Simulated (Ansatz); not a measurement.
MoS2 with indium replacing Mo: do the settings matter for the field gradients?

Cell: a supercell of MoS2 (space group P6_3/mmc) built from a COD entry, with all atoms left at the host's positions.

```
In Mo S
1.0
     9.50700    0.00000    0.00000
    -3.16900    5.48887    0.00000
     0.00000    0.00000   12.32400
In Mo S
1 11 24
Direct
  0.11111 0.33333 0.25000
  0.11111 0.83333 0.25000
  0.44444 0.33333 0.25000
  0.44444 0.83333 0.25000
  0.77778 0.33333 0.25000
  0.77778 0.83333 0.25000
  0.22222 0.16667 0.75000
  0.22222 0.66667 0.75000
  0.55556 0.16667 0.75000
  0.55556 0.66667 0.75000
  0.88889 0.16667 0.75000
  0.88889 0.66667 0.75000
  0.11111 0.33333 0.62300
  0.11111 0.83333 0.62300
  0.44444 0.33333 0.62300
  0.44444 0.83333 0.62300
  0.77778 0.33333 0.62300
  0.77778 0.83333 0.62300
  0.22222 0.16667 0.12300
  0.22222 0.66667 0.12300
  0.55556 0.16667 0.12300
  0.55556 0.66667 0.12300
  0.88889 0.16667 0.12300
  0.88889 0.66667 0.12300
  0.11111 0.33333 0.87700
  0.11111 0.83333 0.87700
  0.44444 0.33333 0.87700
  0.44444 0.83333 0.87700
  0.77778 0.33333 0.87700
  0.77778 0.83333 0.87700
  0.22222 0.16667 0.37700
  0.22222 0.66667 0.37700
  0.55556 0.16667 0.37700
  0.55556 0.66667 0.37700
  0.88889 0.16667 0.37700
  0.88889 0.66667 0.37700
```

Atoms are numbered from 1 in the order listed; like atoms form one site, named after its first atom.

Reference run. Computed with Ansatz: DFT, PBE, plane waves and PAW, scalar-relativistic, collinear spin, 420 eV cutoff, Γ-centred 3×4×2 k-points, Fermi–Dirac smearing 0.01 eV. Start moments as typed (μB): 1 on each In, none on the rest.

Problem. The input is changed as follows: `kpoints.mp_grid.grid`: [3, 4, 2] → [2, 3, 1]. What happens to V_zz (10²¹ V/m²) and η?

Solution. 

```csv
site,atom,V_zz reference,η reference,V_zz changed,η changed
In,1,-9.12,0.19,-9.03,0.36
Mo2,2,-9.86,0.12,-9.82,0.17
Mo3,3,-9.44,0.30,-9.24,0.18
Mo4,4,-9.30,0.33,-9.73,0.23
Mo6,6,-9.52,0.42,-9.64,0.40
Mo9,9,-7.43,0.02,-7.68,0.02
Mo10,10,-7.35,0.01,-7.63,0.02
Mo12,12,-7.34,0.01,-7.64,0.02
S19,19,3.78,0.93,3.23,0.88
S20,20,3.80,0.96,3.68,0.87
S21,21,-4.09,0.13,-4.36,0.10
S23,23,-5.48,0.49,-5.67,0.44
```

The largest change of V_zz is on S19, from 3.78 to 3.23. In per cent, |V_zz| changes by -1 on In, -2 to +5 on Mo, -15 to +7 on S (all sites that start above 2). Where |V_zz| stays above 0.1, η moves most on In, from 0.19 to 0.36. The table leaves out 12 of the 24 sites, with |V_zz| up to 9.84; their tensors move by 0.24 at most along any direction. The statements above cover all sites. The absolute magnetisation of the cell goes from 0.8 to 0.1 μB. Density mixing stalled, and the program went over to minimising the free energy directly, which can end on another state. SCF iterations: 25 and 48. New warnings: seeded moment not kept, stability check not made. In the changed run the k-mesh is coarser than the standard one, so its values aren't converged ones.

On the reference run: The defect repeats with the cell of 36 atoms, so it feels its images: sites between two images don't show the values beside a lone defect, and zeros or small values of η there can come from the images' arrangement. Mo and S carry a gradient in the pure host already, so the values there aren't the defect's effect alone. The shape of the repeated cell lowers the symmetry of the defect's site from -6m2 to m, so η and the spread among like neighbours partly reflect the cell. The defect cell has no gap above 0.1 eV on its mesh, so the values can hang on the smearing and the k-mesh. Without spin–orbit coupling (the program notes it for In and Mo) the gradients can shift by some per cent, and by up to a factor of two as the program warns, since there is no gap. The cell keeps the host's lattice, and with the defect in it the PBE pressure is 6 GPa. The run lost most of its start moments on In; a state with other moments may lie lower. The neighbours have not yet relaxed around the defect (largest force 2.1 eV/Å), and relaxing can change the values around it severalfold.
